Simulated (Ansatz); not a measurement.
Space group Pm-3m (No. 221). a = 4.272 Å, b = 4.272 Å, c = 4.272 Å, α = 90.00°, β = 90.00°, γ = 90.00°
```tsv
atom	site	symmetry	x	y	z
Nb	1a	m-3m	0.0000	0.0000	0.0000
Cd	3c	4/mm.m	0.0000	0.5000	0.5000
```

Equation of state of this NbCd3 structure (not necessarily the ground state), with shape and atoms relaxed at each volume where symmetry leaves them free. It has no gap at any of these volumes. All numbers below come from Ansatz, DFT r2SCAN, scalar-relativistic, plane waves, PAW.

Settings: cutoff 500 eV, Γ-centred mesh 10×10×10 on the computed 4-atom cell, Gaussian smearing of 0.10 eV; no spin polarisation.

```
V (Å³/atom) E − E(largest V) (meV/atom) P (GPa)
     18.323                         5.13     7.52
     18.908                       -14.59     3.41
     19.493                       -20.58    -0.02
     20.078                       -15.08    -2.89
     20.662                         0.00    -5.29
```

Q: Fit a third-order Birch–Murnaghan equation to E(V).

A: V0 = 19.49 Å³/atom, B0 = 105 GPa, B0' = 5.0.